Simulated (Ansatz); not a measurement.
# How much do the gradients of K3Ag2F7 depend on the method?

Cell: a measured structure from the Crystallography Open Database (COD), ions relaxed with PBE at fixed cell.

```cif
data_K3Ag2F7
_symmetry_space_group_name_H-M 'Ccce:1'
_symmetry_Int_Tables_number 68
_cell_length_a 6.3402
_cell_length_b 20.8119
_cell_length_c 6.2134
_cell_angle_alpha 90.000
_cell_angle_beta 90.000
_cell_angle_gamma 90.000
loop_
_atom_site_label
_atom_site_type_symbol
_atom_site_symmetry_multiplicity
_atom_site_Wyckoff_symbol
_atom_site_fract_x
_atom_site_fract_y
_atom_site_fract_z
K1 K 8 f 0.5000 0.6795 0.5000
K5 K 4 b 0.0000 0.0000 0.5000
Ag Ag 8 f 0.5000 0.1007 0.5000
F11 F 4 a 0.5000 0.0000 0.5000
F13 F 8 f 0.5000 0.2026 0.5000
F17 F 16 i 0.2558 0.0960 0.2558
```

One atom of each set is listed; the run and its k-mesh use a cell of 24 atoms with edges of 10.88, 10.88, 6.21 Å.

First run. Computed with Ansatz: DFT, PBE, plane waves and PAW, scalar-relativistic, 420 eV cutoff, Γ-centred 6×6×6 k-points, Fermi–Dirac smearing 0.05 eV.

| site | V_zz (10²¹ V/m²) | η |
| --- | --- | --- |
| K1 | -2.00 | 0.05 |
| K5 | 0.40 | 0.14 |
| Ag | -4.15 | 0.18 |
| F11 | 20.0 | 0.01 |
| F13 | 9.29 | 0.02 |
| F17 | 13.28 | 0.08 |

Second run. The same atoms and settings, except that the functional is r2SCAN and the cutoff is 500 eV.

Q: Given the first result, estimate the second.

A: 

| site | V_zz | η | change of V_zz |
| --- | --- | --- | --- |
| K1 | -2.21 | 0.05 | -0.21 |
| K5 | 0.39 | 0.14 | -0.01 |
| Ag | -4.87 | 0.28 | -0.72 |
| F11 | 19.78 | 0.01 | -0.25 |
| F13 | 8.72 | 0.01 | -0.57 |
| F17 | 12.63 | 0.08 | -0.65 |

The largest change of V_zz is on Ag, from -4.15 to -4.87. In per cent, |V_zz| changes by +10 on K, +17 on Ag, -6 to -1 on F (all sites that start above 2).

With no gap above 0.1 eV, as in a metal, the gradients converge slowly in k; expect changes of a tenth or more on a denser mesh. Without spin–orbit coupling (the program notes it for Ag) the gradients can shift somewhat, as the gap is small.
